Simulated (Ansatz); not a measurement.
## HfSn2Se6 (P-31m) at 2 levels of theory

One geometry, relaxed with PBE; plane waves with PAW potentials in Ansatz, scalar-relativistic. No spin polarisation. Gaps are the least over mesh and band path; pressure is positive in compression.

```cif
data_structure
_symmetry_space_group_name_H-M 'P 1'
_symmetry_Int_Tables_number 1
_cell_length_a 6.6874
_cell_length_b 6.6874
_cell_length_c 7.0982
_cell_angle_alpha 90.000
_cell_angle_beta 90.000
_cell_angle_gamma 120.000
_cell_volume 274.91
loop_
_atom_site_label
_atom_site_type_symbol
_atom_site_fract_x
_atom_site_fract_y
_atom_site_fract_z
_atom_site_occupancy
Hf1 Hf 0.00000 0.00000 0.00000 1
Sn1 Sn 0.66667 0.33333 0.00000 1
Sn2 Sn 0.33333 0.66667 0.00000 1
Se1 Se 0.33040 0.33040 0.77654 1
Se2 Se 0.00000 0.66960 0.77654 1
Se3 Se 0.66960 0.00000 0.77654 1
Se4 Se 0.00000 0.33040 0.22346 1
Se5 Se 0.66960 0.66960 0.22346 1
Se6 Se 0.33040 0.00000 0.22346 1
```

```
level  cutoff (eV)  k mesh  gap (eV)  pressure (GPa)
  PBE          420   6×6×6      0.34             0.0
```

What comes out on the same cell with r2SCAN?

```json
{"level": "r2SCAN", "cutoff (eV)": "500", "k mesh": "6×6×6", "gap (eV)": "0.64", "pressure (GPa)": "-1.6"}
```

Spin-orbit coupling matters for the bands of heavy elements and is left out. The cell holds layers, chains or molecules and no dispersion correction was added, so their binding is poorly described.

It was reached by relaxing an invented guess, and it needn't be the stable form of this composition.
